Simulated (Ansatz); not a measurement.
The following input was run with Ansatz 0.2.0.

```yaml
crystal:
  lattice:
    - [6.482351, 0.122001, 0.21425]
    - [0.122001, 6.736303, -0.06512]
    - [0.21425, -0.06512, 6.373865]
  atoms:
    - { symbol: Ag, position: [0.8327481799, 0.7523246691, 0.1863704534] }
    - { symbol: Ag, position: [0.1138478601, 0.5321682403, 0.9568509384] }
    - { symbol: Ag, position: [0.8374325462, 0.272303767, 0.6904199855] }
    - { symbol: Ag, position: [0.380193716, 0.7783913183, 0.150786303] }
    - { symbol: Ag, position: [0.288495866, 0.2199712338, 0.6598812435] }
    - { symbol: Ag, position: [0.5690645873, 0.4214651515, 0.9933247109] }
    - { symbol: Zr, position: [0.0886417143, 0.4729221762, 0.3426197535] }
    - { symbol: Zr, position: [0.302170928, 0.1631865964, 0.1491791779] }
    - { symbol: Zr, position: [0.6193056293, 0.0307590263, 0.4232387041] }
    - { symbol: Zr, position: [0.6155200268, 0.9433722101, 0.8171349362] }
    - { symbol: Zr, position: [0.0568072404, 0.0280295895, 0.4525567869] }
    - { symbol: Cu, position: [0.0303211083, 0.9238999779, 0.8914221777] }
    - { symbol: Cu, position: [0.7966118421, 0.6500587936, 0.61912296] }
    - { symbol: Cu, position: [0.5644978067, 0.4653446265, 0.368783676] }
    - { symbol: Cu, position: [0.3619826881, 0.7055468142, 0.5706177743] }
    - { symbol: Cu, position: [0.8317272339, 0.193164978, 0.1293231072] }
basis:
  ecutwfc: 420
kpoints:
  mp_grid: { grid: [4, 4, 4] }
hamiltonian:
  xc: pbe
scf:
  occupations: { method: fermi_dirac, width: 0.1939 }
output:
  forces: true
  stress: true
  eigenvalues: true
  populations: true
  write_density: true
  write_potential: true
  elf: true
  volumetric_format: npy
```

Launched with
```bash
ansatz run input.yaml --threads 2 --pin off --max-ram 5120MiB --backend cpu --events-out ev --progress --plain --runs-dir out
```

Level of theory: DFT PBE, scalar-relativistic, plane waves, PAW (Ansatz 0.2.0).

Abridged output:

```
band count auto-derived: 167 (N_el = 269.0; filled up to band 135; 162 by the electrons, moments and atoms)
Pseudopotentials: kind: paw
Pseudopotential: Ag, paw, valence charge 19, recommended cutoff 420 eV (normal)
Pseudopotential: Zr, paw, valence charge 12, recommended cutoff 420 eV (normal)
Pseudopotential: Cu, paw, valence charge 19, recommended cutoff 420 eV (normal)
Functional definition: PBE
Crystal: 16 atoms, lattice volume = 277.893 Å³
Basis set: ecut = 420 eV, 5443 PW (Γ), exchange–correlation on 90×96×90 points (8 copies of the dense FFT grid, shifted against one another)
Bands: 167, of which v1, the nominal top of the filled ones, is band 135 counted from 1 (134 counted from 0)
Symmetry: 1 space group operations
Space group: P1 (ITA 1), of the structure as read, at distance tolerance 6.5e-5 Å
k-points: 36 of 64 (time reversal used)
Initial density: superposition of atomic densities (neutral atoms: chi_scale 0, normalization atom), corrected by the library's trained network
Initial wavefunctions: pseudopotential atomic-orbital guess
Functional: x = pbe(κ = 0.804, μ = 0.21951497), c = pbe(β = 0.06672455)
SCF iter   1: F=—  HF=-99583.089243 eV  |F-HF|=—  |Δ(HF+E_count)|=         —  Δρ=4.72e-3  dr2=9.80e-2  ethr=1.77e-3  ⟨swp⟩=4.9  Hψ=17929  notcnv=0  defer=53
SCF iter   2: F=—  HF=-99583.085569 eV  |F-HF|=—  |Δ(HF+E_count)|=   3.67e-3  Δρ=2.48e-3  dr2=3.35e-2  ethr=3.64e-5  ⟨swp⟩=2.6  Hψ=10738  notcnv=0  defer=52
SCF iter   3: F=—  HF=-99583.081984 eV  |F-HF|=—  |Δ(HF+E_count)|=   3.59e-3  Δρ=1.47e-3  dr2=6.72e-3  ethr=1.25e-5  ⟨swp⟩=2.0  Hψ=7412  notcnv=0  defer=52
SCF iter   4: F=—  HF=-99583.080954 eV  |F-HF|=—  |Δ(HF+E_count)|=   1.03e-3  Δρ=3.62e-4  dr2=6.92e-4  ethr=2.50e-6  ⟨swp⟩=2.0  Hψ=8011  notcnv=0  defer=52
SCF iter   5: F=—  HF=-99583.080848 eV  |F-HF|=—  |Δ(HF+E_count)|=   1.06e-4  Δρ=1.20e-4  dr2=7.25e-5  ethr=2.57e-7  ⟨swp⟩=2.6  Hψ=8915  notcnv=0  defer=52
SCF iter   6: F=—  HF=-99583.080619 eV  |F-HF|=—  |Δ(HF+E_count)|=   2.29e-4  Δρ=4.81e-5  dr2=1.04e-5  ethr=2.70e-8  ⟨swp⟩=2.0  Hψ=9734  notcnv=0  defer=52
SCF iter   7: F=—  HF=-99583.080618 eV  |F-HF|=—  |Δ(HF+E_count)|=   1.10e-6  Δρ=2.49e-5  dr2=2.33e-6  ethr=3.87e-9  ⟨swp⟩=2.4  Hψ=9282  notcnv=0  defer=52
SCF iter   8: F=—  HF=-99583.080618 eV  |F-HF|=—  |Δ(HF+E_count)|=   2.34e-7  Δρ=2.00e-5  dr2=8.79e-7  ethr=8.68e-10  ⟨swp⟩=2.0  Hψ=10698  notcnv=0  defer=52
SCF iter   9: F=—  HF=-99583.080618 eV  |F-HF|=—  |Δ(HF+E_count)|=   1.47e-7  Δρ=7.49e-6  dr2=1.34e-7  ethr=3.27e-10  ⟨swp⟩=2.0  Hψ=10637  notcnv=0  defer=52
SCF iter  10: F=-99583.080618 eV  HF=-99583.080618 eV  |F-HF|=1.02e-8  |Δ(HF+E_count)|=   1.97e-8  Δρ=1.85e-6  dr2=1.74e-8  ethr=3.72e-11  ⟨swp⟩=12.0  Hψ=35058  notcnv=0
SCF 1 converged in 10 iterations: F = -99583.080618 eV  dr2 = 1.74e-8
SCF converged after 10 iterations
Free energy (F): -99583.080618 eV
Harris-Foulkes:  -99583.080618 eV  (|F-HF|=1.02e-8)
Internal energy: -99581.721199 eV  (E = F + TS)
E sigma→0 (E₀):  -99582.400908 eV
Entropy (-TS):   -1.359419 eV (-84.964 meV/atom)
Fermi energy:    15.886752 eV
--- Per-component energies (eV) ---
  E_band       = -3906.763807
  E_kinetic    = 6353.104513
  E_local      = -42194.069234  (includes V_loc(G=0)·N_el)
  E_nonlocal   = 2826.865426
  E_hartree    = 18594.473947
  E_xc         = -2373.861739
  E_vxc        = -2953.660758  (∫ρ·V_xc dr)
  E_paw        = -46494.424132  (= ΣΔE_a)
  E_vpaw       = -5127.967227  (= ΣTr[D̂ρ^β])
  E_aug_tail   = 0.003370  (compensation charges beyond the density's cutoff)
  E_ewald      = -36293.813350
  E_smearing   = -1.359419  (= −TS)
--- Forces (eV/Å), atoms counted from 1 ---
  atom   1  Ag    -0.84419909    -0.15421226    -0.53100640
  atom   2  Ag     0.09621898    -0.18673617    -3.41889607
  atom   3  Ag     0.07152807     1.82636205     1.14185762
  atom   4  Ag    -0.26550985    -1.36175343     0.43146133
  atom   5  Ag     1.60953864     1.80468829     1.93800379
  atom   6  Ag    -0.25181872     1.32893583    -1.86177560
  atom   7  Zr    -0.01509994     0.22466414     2.84131531
  atom   8  Zr     0.03596590     0.70795513    -1.92881841
  atom   9  Zr    -1.65540312    -0.17056319    -0.55021278
  atom  10  Zr    -0.46661375     0.00605922     2.02727231
  atom  11  Zr    -0.59876900    -4.31051358    -0.71110452
  atom  12  Cu     0.84198097     0.22329910    -0.54284525
  atom  13  Cu     0.17202444     0.13998268    -0.33523893
  atom  14  Cu     0.38795117    -0.44027792     1.08859887
  atom  15  Cu    -0.22471708     0.41337544     0.74166642
  atom  16  Cu     1.10693988    -0.05125914    -0.33028191
--- Stress (GPa, compression-positive) ---
        7.491577      -2.554597      -3.330709
       -2.554597      10.879062       2.065206
       -3.330709       2.065206      14.317020
  P = ⅓ Tr σ = 10.8959 GPa (108.959 kbar)
--- Band table (eV; the first three rows and the last of 36) ---
  k-point 0: bands = ["-96.9721", "-96.8934", "-96.6785", "-96.5804", "-96.5150", "-76.9072", "-76.8936", "-76.8822", "-76.7888", "-76.6987", "-76.4759", "-54.4640", "-54.4148", "-54.3300", "-54.2710", "-54.1740", "-54.1515", "-54.0969", "-54.0486", "-54.0161", "-54.0046", "-53.9640", "-53.9504", "-53.9270", "-53.8548", "-53.8431", "-40.4896", "-40.4689", "-40.4613", "-40.3728", "-40.3393", "-40.3330", "-40.3294", "-40.3094", "-40.2734", "-40.2695", "-40.2569", "-40.2358", "-40.1879", "-40.1123", "-40.0604", "-39.9994", "-39.9398", "-39.9074", "-33.0630", "-33.0060", "-32.8329", "-32.5758", "-32.5061", "-11.7436", "-11.6625", "-11.4869", "-11.2690", "-11.2662", "-11.1434", "-11.1049", "-11.0 ...
  k-point 1: bands = ["-96.9721", "-96.8934", "-96.6785", "-96.5804", "-96.5150", "-76.9072", "-76.8936", "-76.8822", "-76.7888", "-76.6987", "-76.4759", "-54.4640", "-54.4148", "-54.3300", "-54.2710", "-54.1740", "-54.1515", "-54.0969", "-54.0486", "-54.0161", "-54.0046", "-53.9640", "-53.9504", "-53.9270", "-53.8548", "-53.8431", "-40.4896", "-40.4688", "-40.4614", "-40.3728", "-40.3394", "-40.3329", "-40.3293", "-40.3094", "-40.2734", "-40.2695", "-40.2569", "-40.2358", "-40.1879", "-40.1123", "-40.0604", "-39.9994", "-39.9398", "-39.9074", "-33.0626", "-33.0050", "-32.8342", "-32.5776", "-32.5046", "-11.7358", "-11.6533", "-11.4902", "-11.2692", "-11.2643", "-11.1413", "-11.1069", "-11.0 ...
  k-point 2: bands = ["-96.9721", "-96.8934", "-96.6785", "-96.5804", "-96.5150", "-76.9072", "-76.8936", "-76.8822", "-76.7888", "-76.6987", "-76.4759", "-54.4640", "-54.4148", "-54.3300", "-54.2710", "-54.1740", "-54.1515", "-54.0969", "-54.0486", "-54.0161", "-54.0046", "-53.9640", "-53.9504", "-53.9270", "-53.8548", "-53.8431", "-40.4896", "-40.4688", "-40.4614", "-40.3728", "-40.3394", "-40.3329", "-40.3293", "-40.3094", "-40.2734", "-40.2695", "-40.2569", "-40.2358", "-40.1879", "-40.1123", "-40.0604", "-39.9994", "-39.9398", "-39.9074", "-33.0622", "-33.0039", "-32.8355", "-32.5792", "-32.5031", "-11.7319", "-11.6376", "-11.4954", "-11.2697", "-11.2623", "-11.1388", "-11.1093", "-11.0 ...
  k-point 35: bands = ["-96.9721", "-96.8934", "-96.6785", "-96.5804", "-96.5150", "-76.9072", "-76.8936", "-76.8822", "-76.7888", "-76.6987", "-76.4759", "-54.4640", "-54.4148", "-54.3300", "-54.2710", "-54.1740", "-54.1515", "-54.0969", "-54.0486", "-54.0161", "-54.0046", "-53.9640", "-53.9504", "-53.9270", "-53.8548", "-53.8431", "-40.4887", "-40.4695", "-40.4609", "-40.3726", "-40.3400", "-40.3332", "-40.3293", "-40.3088", "-40.2725", "-40.2697", "-40.2572", "-40.2366", "-40.1890", "-40.1115", "-40.0604", "-39.9995", "-39.9398", "-39.9075", "-33.0611", "-33.0038", "-32.8286", "-32.6058", "-32.4847", "-11.6961", "-11.6399", "-11.4554", "-11.2602", "-11.2096", "-11.1440", "-11.1049", "-11. ...
--- Löwdin populations: 16 sites ---
  site symbol q [e]
     0     Ag     18.7221
     1     Ag     18.7384
     2     Ag     18.6775
     3     Ag     18.6854
     4     Ag     18.6068
     5     Ag     18.7479
     6     Zr     12.1926
     7     Zr     12.3063
     8     Zr     12.2943
     9     Zr     12.2092
    10     Zr     12.2157
    11     Cu     18.7337
    12     Cu     18.7568
    13     Cu     18.7332
    14     Cu     18.8069
    15     Cu     18.6512
  spilling = 0.007145 (of n_electrons = 269.000000)
```

The calculation finished and met its thresholds.

It took 2.2 min on 2 threads of Arm Neoverse V2, with other jobs on the host, peak memory 1.5 GiB.